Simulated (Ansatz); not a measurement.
Crystals of one structure type (zinc blende) and one family of elements, relaxed and computed with DFT-r²SCAN in the program Ansatz with PAW potentials.

```tsv
crystal	V (Å³/atom)	B₀ by P(V) fit (GPa)
BN	5.87	391
AlN	10.43	210
BP	11.67	169
BAs	13.67	141
GaP	20.25	87.6
GaAs	22.73	?
InAs	28.48	57.2
```

Question: Fit a straight line to ln B₀ against ln V and predict the withheld value.

Answer: Least squares on the 6 shown rows: ln B₀ = -1.23 × ln V + (8.172), with a scatter of 2.8 %. For GaAs this gives 75.9. The run itself gave 72.3, a miss of 5.0 % of that.

All cells were relaxed under the symmetry of their starts (and spin orders); stability against distortions was not tested throughout. Spin–orbit coupling is left out wherever it is not named.

Potentials: the earlier of the program's two PAW sets. The files were generated under PBE; for other functionals the program regenerates the frozen cores, and for LDA and PBEsol the local potential too.
